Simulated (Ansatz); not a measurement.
# Cost of a DFT run on LuB3H12

```yaml
crystal:
  lattice:
    - [0.0, 5.382871, 5.382871]
    - [5.382871, 0.0, 5.382871]
    - [5.382871, 5.382871, 0.0]
  atoms:
    - { symbol: Lu, position: [0.5, 0.5, 0.5] }
    - { symbol: Lu, position: [0.0, 0.0, 0.0] }
    - { symbol: B, position: [0.75, 0.75, 0.25] }
    - { symbol: B, position: [0.25, 0.25, 0.75] }
    - { symbol: B, position: [0.75, 0.25, 0.75] }
    - { symbol: B, position: [0.25, 0.75, 0.25] }
    - { symbol: B, position: [0.25, 0.75, 0.75] }
    - { symbol: B, position: [0.75, 0.25, 0.25] }
    - { symbol: H, position: [0.217554, 0.408176, 0.591824] }
    - { symbol: H, position: [0.782446, 0.591824, 0.408176] }
    - { symbol: H, position: [0.591824, 0.782446, 0.217554] }
    - { symbol: H, position: [0.408176, 0.217554, 0.782446] }
    - { symbol: H, position: [0.408176, 0.591824, 0.217554] }
    - { symbol: H, position: [0.591824, 0.408176, 0.782446] }
    - { symbol: H, position: [0.782446, 0.217554, 0.591824] }
    - { symbol: H, position: [0.217554, 0.782446, 0.408176] }
    - { symbol: H, position: [0.591824, 0.217554, 0.408176] }
    - { symbol: H, position: [0.408176, 0.782446, 0.591824] }
    - { symbol: H, position: [0.217554, 0.591824, 0.782446] }
    - { symbol: H, position: [0.782446, 0.408176, 0.217554] }
    - { symbol: H, position: [0.908176, 0.717554, 0.091824] }
    - { symbol: H, position: [0.091824, 0.282446, 0.908176] }
    - { symbol: H, position: [0.282446, 0.091824, 0.717554] }
    - { symbol: H, position: [0.717554, 0.908176, 0.282446] }
    - { symbol: H, position: [0.091824, 0.908176, 0.717554] }
    - { symbol: H, position: [0.908176, 0.091824, 0.282446] }
    - { symbol: H, position: [0.717554, 0.282446, 0.091824] }
    - { symbol: H, position: [0.282446, 0.717554, 0.908176] }
    - { symbol: H, position: [0.717554, 0.091824, 0.908176] }
    - { symbol: H, position: [0.282446, 0.908176, 0.091824] }
    - { symbol: H, position: [0.091824, 0.717554, 0.282446] }
    - { symbol: H, position: [0.908176, 0.282446, 0.717554] }
kpoints:
  mp_grid: { grid: [5, 5, 5] }
scf:
  occupations: { method: fermi_dirac, width: 0.02 }
hamiltonian:
  xc: pbe
  pseudopotentials: { kind: paw }
output:
  forces: true
  stress: true
  populations: true
  efg:
    quadrupole_moments_barn: { Lu: 3.49, B: 0.04059, H: 0.00285783 }
    contact_densities: true
  write_density: true
  write_potential: true
  elf: true
  volumetric_format: npy
```

```sh
ansatz run input.yaml --threads 1 --pin off --max-ram 2560MiB --backend cpu --events-out ev --progress --plain --runs-dir out
```

It runs on 1 thread of AMD EPYC 9R45 96-Core Processor (Zen 5) (x86_64; 32 cores open to the job, memory cap 2.5 GiB, no GPU), a shared host with a load of 0.5 a core.

Problem. Estimate the wall time and the peak memory.

Solution. About 9.9 s of wall time (9.7 s of CPU time) and 0.77 GiB. The run holds 92 valence electrons in 78 bands, about 6081 plane waves a k-point and 10 irreducible k-points, and took 7 SCF iterations. Times on a shared host vary by tens of per cent.
